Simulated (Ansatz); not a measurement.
Y₂AlSi₂ in space group Immm (No. 71; Si on 4h, Y on 4j, Al on 2a), PBE (plane waves, PAW; program Ansatz), all energies at zero smearing, with the estimated change up to a 700 eV cutoff added, with one set of potentials and settings (totals compare only within such a set). Cell of 5 atoms (2 Si, 2 Y, 1 Al): -9510.176 eV.

```
element                reference phase  E (eV/atom)
-------  -----------------------------  -----------
Si          Fd-3m, 2 atoms in the cell    -635.8096
Y        P6_3/mmc, 2 atoms in the cell   -3848.6668
Al          Fm-3m, 1 atoms in the cell    -537.5049
```

Formation energy per atom, worked out: (-9510.176 − 2×(-635.8096) − 2×(-3848.6668) − 1×(-537.5049))/5 = -0.744 eV/atom (-72 kJ per mol of atoms), at 0 K, without zero-point energy or fitted corrections.

The workflow started from an entry of the Crystallography Open Database (COD). Its standing as an ambient phase is unchecked. The PBE relaxation kept the symmetry of its start; whether a distortion lowers the energy is not shown. The run is not spin-polarised. The references are the lowest solids computed at this level, not always the standard phases.

Potentials: the later of the program's two PAW sets.
